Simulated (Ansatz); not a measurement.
Data:

Al2Au:
```cif
data_Al2Au
_chemical_formula_sum 'Au1 Al2'
_space_group_name_H-M_alt 'P 1'
_space_group_IT_number 1
_cell_length_a 4.60662
_cell_length_b 4.60662
_cell_length_c 4.60662
_cell_angle_alpha 133.788
_cell_angle_beta 133.788
_cell_angle_gamma 67.420
loop_
_space_group_symop_operation_xyz
  'x, y, z'
loop_
_atom_site_label
_atom_site_type_symbol
_atom_site_fract_x
_atom_site_fract_y
_atom_site_fract_z
_atom_site_occupancy
Au1 Au 0.00000 0.00000 0.00000 1
Al1 Al 0.33570 0.33570 0.00000 1
Al2 Al 0.66430 0.66430 0.00000 1
```

This is the PBEsol-relaxed structure.

### Question
All from plane-wave PAW PBEsol (Ansatz code), unless another level is named. Estimate the highest zone-centre frequency.

### Answer
423 cm^-1.

### Question
What about the bulk modulus (Birch–Murnaghan fit)?

### Answer
101 GPa.

Space group I4/mmm (MoSi2 or CaC2 type). A made-up cell: these elements were put on the sites of a structure type; neither database checked (COD, Materials Project) lists it. COD files the formula under space group No. 225. Whether it is the stable phase at ambient conditions was not checked. The cell was relaxed with PBEsol under the symmetry of its start; whether a distortion lowers the energy is not shown. As this level gives no gap, phonon frequencies hold no LO–TO term and depend on the k-mesh and smearing (Fermi–Dirac, 0.1 eV here). Spin–orbit coupling is left out wherever it is not named.

Potentials: the earlier of the program's two PAW sets. The files were generated under PBE; for other functionals the program regenerates the frozen cores, and for LDA and PBEsol the local potential too.
